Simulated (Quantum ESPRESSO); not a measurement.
Au2Nb2In3Hf, input and log of a self-consistent run

Computed values, not a measurement. The program is pw.x of Quantum ESPRESSO 7.5 (plane-wave density functional theory). The cell is made up: eight metal atoms on a hexagonal close-packed lattice, with elements, volume, strain and displacements drawn at random and not relaxed, so it may be unstable or far from any real phase. PseudoDojo standard norm-conserving files set the functional (PBE unless stated); there is no spin polarisation or spin-orbit coupling, the Fermi-Dirac width of 0.25 eV means electrons at about 2900 K, and the masses in the input are unused placeholders. Heavy elements are run without spin-orbit coupling, which real alloys of them have. A spin test at this wide smearing found no moment, but such smearing suppresses magnetism that the real alloy may have.

Input:

```
&control calculation='scf', pseudo_dir='./dojo.nc.sr.pbe.v0_5.standard.upf', outdir='./o', disk_io='minimal', tprnfor=.true., tstress=.true. /
&system ibrav=0, nat=8, ntyp=4, nbnd=70, ecutwfc=82.02448710, nosym=.true., tot_charge=0,
 occupations='smearing', smearing='fd', degauss=0.0183746611
/
&electrons conv_thr=1.470e-08, electron_maxstep=70, mixing_beta=0.5 /
ATOMIC_SPECIES
Au 1.0 Au.upf
Hf 1.0 Hf.upf
In 1.0 In.upf
Nb 1.0 Nb.upf
CELL_PARAMETERS angstrom
-0.0613 0.0074 -4.9641
-0.011 5.2772 -0.0077
5.9645 -0.0127 0.0737
ATOMIC_POSITIONS angstrom
Au 0.1041 -0.0659 0.0687
Nb 3.0448 -0.0302 0.0159
In 1.5207 2.7482 -0.1419
In 4.2834 2.6599 0.0978
Nb 0.0073 1.7548 -2.5414
In 3.0332 1.8586 -2.4767
Hf 1.3108 4.4274 -2.4493
Au 4.4066 4.4033 -2.3972
K_POINTS automatic
5 5 4 1 1 1
```

The log is shortened where brackets say so; the opening notice, blank lines, dates and the lines on written files are dropped, and the path of the files is cut. It prints rydbergs, bohrs and kilobars, and counts compression as positive stress. Its total energy is the free energy E - TS of the whole cell.

```
     Program PWSCF v.7.5
     Parallel version (MPI & OpenMP), running on       4 processor cores
     Number of MPI processes:                 4
     Threads/MPI process:                     1
     [start-up lines left out]
     bravais-lattice index     =            0
     lattice parameter (alat)  =       9.3815  a.u.
     unit-cell volume          =    1054.2549 (a.u.)^3
     number of atoms/cell      =            8
     number of atomic types    =            4
     number of electrons       =       115.00
     number of Kohn-Sham states=           70
     kinetic-energy cutoff     =      82.0245  Ry
     charge density cutoff     =     328.0979  Ry
     scf convergence threshold =      1.5E-08
     mixing beta               =       0.5000
     number of iterations used =            8  plain     mixing
     Exchange-correlation= PBE
                           (   1   4   3   4   0   0   0)
     [axes and pseudopotential details left out]
   Cartesian axes
     site n.     atom                  positions (alat units)
         1        Au     tau(   1) = (   0.0209689  -0.0132743   0.0138383  )
         2        Nb     tau(   2) = (   0.6133165  -0.0060832   0.0032027  )
         3        In     tau(   3) = (   0.3063158   0.5535721  -0.0285830  )
         4        In     tau(   4) = (   0.8628087   0.5357858   0.0196999  )
         5        Nb     tau(   5) = (   0.0014704   0.3534708  -0.5119162  )
         6        In     tau(   6) = (   0.6109799   0.3743793  -0.4988837  )
         7        Hf     tau(   7) = (   0.2640355   0.8918147  -0.4933645  )
         8        Au     tau(   8) = (   0.8876250   0.8869603  -0.4828699  )
     number of k points=    50  Fermi-Dirac smearing, width (Ry)=  0.0184
                       cart. coord. in units 2pi/alat
        k(    1) = (   0.1054929   0.0941465  -0.1011701), wk =   0.0400000
        k(    2) = (   0.3136102   0.0945765  -0.1037394), wk =   0.0400000
     [further k points left out]
     Dense  grid:   105859 G-vectors     FFT dimensions: (  60,  60,  72)
     Estimated max dynamical RAM per process >     375.52 MB
     Estimated total dynamical RAM >       1.39 GB
     Initial potential from superposition of free atoms
     starting charge     114.9816, renormalised to     115.0000
     Starting wfcs are   77 randomized atomic wfcs
     total cpu time spent up to now is        5.9 secs
     per-process dynamical memory:   295.9 Mb
     Self-consistent Calculation
     iteration #  1     ecut=    82.02 Ry     beta= 0.50
     Davidson diagonalization with overlap
     ethr =  1.00E-02,  avg # of iterations =  3.0
     total cpu time spent up to now is       18.2 secs
     total energy              =   -1352.77197746 Ry
     estimated scf accuracy    <       1.41217981 Ry
     iteration #  2     ecut=    82.02 Ry     beta= 0.50
     Davidson diagonalization with overlap
     ethr =  1.23E-03,  avg # of iterations =  4.9
     total cpu time spent up to now is       32.0 secs
     total energy              =   -1353.02491084 Ry
     estimated scf accuracy    <       3.18110017 Ry
     iteration #  3     ecut=    82.02 Ry     beta= 0.50
     Davidson diagonalization with overlap
     ethr =  1.23E-03,  avg # of iterations =  2.5
     total cpu time spent up to now is       44.2 secs
     total energy              =   -1353.32259889 Ry
     estimated scf accuracy    <       1.23857769 Ry
     iteration #  4     ecut=    82.02 Ry     beta= 0.50
     Davidson diagonalization with overlap
     ethr =  1.08E-03,  avg # of iterations =  1.9
     total cpu time spent up to now is       54.6 secs
     total energy              =   -1353.41375269 Ry
     estimated scf accuracy    <       0.27187669 Ry
     iteration #  5     ecut=    82.02 Ry     beta= 0.50
     Davidson diagonalization with overlap
     ethr =  2.36E-04,  avg # of iterations =  2.4
     total cpu time spent up to now is       65.6 secs
     total energy              =   -1353.43887587 Ry
     estimated scf accuracy    <       0.02796276 Ry
     [iterations 6 to 8 left out]
     iteration #  9     ecut=    82.02 Ry     beta= 0.50
     Davidson diagonalization with overlap
     ethr =  2.31E-07,  avg # of iterations =  2.4
     total cpu time spent up to now is      116.5 secs
     total energy              =   -1353.44532275 Ry
     estimated scf accuracy    <       0.00008353 Ry
     iteration # 10     ecut=    82.02 Ry     beta= 0.50
     Davidson diagonalization with overlap
     ethr =  7.26E-08,  avg # of iterations =  2.0
     total cpu time spent up to now is      127.3 secs
     total energy              =   -1353.44532947 Ry
     estimated scf accuracy    <       0.00001031 Ry
     iteration # 11     ecut=    82.02 Ry     beta= 0.50
     Davidson diagonalization with overlap
     ethr =  8.97E-09,  avg # of iterations =  2.3
     total cpu time spent up to now is      138.4 secs
     total energy              =   -1353.44533115 Ry
     estimated scf accuracy    <       0.00000085 Ry
     iteration # 12     ecut=    82.02 Ry     beta= 0.50
     Davidson diagonalization with overlap
     ethr =  7.40E-10,  avg # of iterations =  4.2
     total cpu time spent up to now is      151.8 secs
     total energy              =   -1353.44533137 Ry
     estimated scf accuracy    <       0.00000007 Ry
     iteration # 13     ecut=    82.02 Ry     beta= 0.50
     Davidson diagonalization with overlap
     ethr =  6.51E-11,  avg # of iterations =  3.1
     total cpu time spent up to now is      163.8 secs
     End of self-consistent calculation
     [lines on levels left out]
!    total energy              =   -1353.44533137 Ry
     estimated scf accuracy    <       0.00000001 Ry
     smearing contrib. (-TS)   =      -0.10795055 Ry
     internal energy E=F+TS    =   -1353.33738082 Ry
     The total energy is F=E-TS. E is the sum of the following terms:
     one-electron contribution =    -346.36605289 Ry
     hartree contribution      =     247.57183689 Ry
     xc contribution           =    -305.45370251 Ry
     ewald contribution        =    -949.08946231 Ry
     convergence has been achieved in  13 iterations
     Forces acting on atoms (cartesian axes, Ry/au):
     atom    1 type  1   force =    -0.02104005    0.02365532   -0.00796035
     atom    2 type  4   force =    -0.00135203    0.03171741    0.00642287
     atom    3 type  3   force =    -0.05475449   -0.02867425    0.04095608
     atom    4 type  3   force =     0.08019381    0.00422709   -0.01707558
     atom    5 type  4   force =     0.01353817   -0.01240121    0.00756481
     atom    6 type  3   force =    -0.02490117   -0.04637970    0.00489529
     atom    7 type  2   force =     0.01196409    0.01442268   -0.02933040
     atom    8 type  1   force =    -0.00364832    0.01343266   -0.00547272
     Total force =     0.137758     Total SCF correction =     0.000416
     Computing stress (Cartesian axis) and pressure
          total   stress  (Ry/bohr**3)                   (kbar)     P=       56.58
   0.00034542  -0.00008173  -0.00006606           50.81      -12.02       -9.72
  -0.00008173   0.00046859  -0.00006803          -12.02       68.93      -10.01
  -0.00006606  -0.00006803   0.00033984           -9.72      -10.01       49.99
     init_run     :      5.62s CPU      5.85s WALL (       1 calls)
     electrons    :    154.35s CPU    157.94s WALL (       1 calls)
     forces       :      2.00s CPU      2.03s WALL (       1 calls)
     stress       :      6.85s CPU      6.86s WALL (       1 calls)
     [timing details left out]
     PWSCF        :   2m48.91s CPU   2m52.82s WALL
     JOB DONE.
```

In other units: free energy -18414.562 eV for the cell, pressure 5.66 GPa, largest force component 2.062 eV/Å in size. The run took 175 s of wall time with four MPI processes on a shared machine (Intel Xeon, 2023 or later, virtual cores), so the time is rough. A rerun of this cell at a higher cutoff and on a denser mesh moved values by no more than 0.002 eV in energy, 0.03 GPa in stress and 0.009 eV/Å in force, and a second program with other atomic files agreed on that cell to 2 % rms in force and 0.5 GPa in pressure.